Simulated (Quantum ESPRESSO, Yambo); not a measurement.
CsScS2O8 (space group P321, No. 150). The geometry is that of Materials Project entry mp-1213159, symmetrised and not relaxed again. Chain: PBEsol (pw.x of Quantum ESPRESSO, ONCV potentials, scalar-relativistic); G0W0 in Yambo (3×3×1 Γ-centred k mesh, bands 2 to 308 and a 7 Ry block in the screening, 308 bands in G with the Bruneval-Gonze terminator, plasmon pole fitted at 27.2 eV); BSE (3×3×2 mesh, 25 valence and 20 conduction bands, static screening with 117 bands and a 3 Ry block, scissor 3.61 eV, Tamm-Dancoff).

```
Item                                                                       Value
-----------------------------------------------  -------------------------------
PBEsol gap (dense path)                                                  4.22 eV
PBEsol gap (0, 0.333, 0) → Γ on the GW mesh                              4.23 eV
PBEsol smallest direct gap on the GW mesh, at Γ                          4.29 eV
G0W0 direct gap at that point                                            7.90 eV
G0W0 correction to the gap (0, 0.333, 0) → Γ                             3.58 eV
direct gap on the BSE mesh, with the scissor                             7.85 eV
first BSE state allowed for light along x                                6.27 eV
lowest BSE state                                                         6.25 eV
binding of the lowest exciton                                            1.60 eV
RPA electronic dielectric constant along x       2.57 (3×3×2 mesh, PBEsol bands)
```

Rough cost of the Yambo steps against G0W0 for 6 states: BSE about 3×, one RPA spectrum about 1/3.

Nearest settings tried, and what they do to the gap: 2 Ry block (73 vectors against 441): +811 meV. Not varied: bands in G, bands in W, mesh. So the settings aren't converged at that level. The BSE states are vertical excitations (zero momentum). Convergence of the RPA response with its 3×3×2 mesh was not tested. Convergence of the binding with the mesh was not shown. Axes are Cartesian, with cell vectors (Å) (5.25, 0.00, 0.00), (-2.62, 4.54, 0.00), (0.00, 0.00, 8.87).

The structure is a Materials Project entry; no match was found in the copy of COD used, and its stability was not checked.
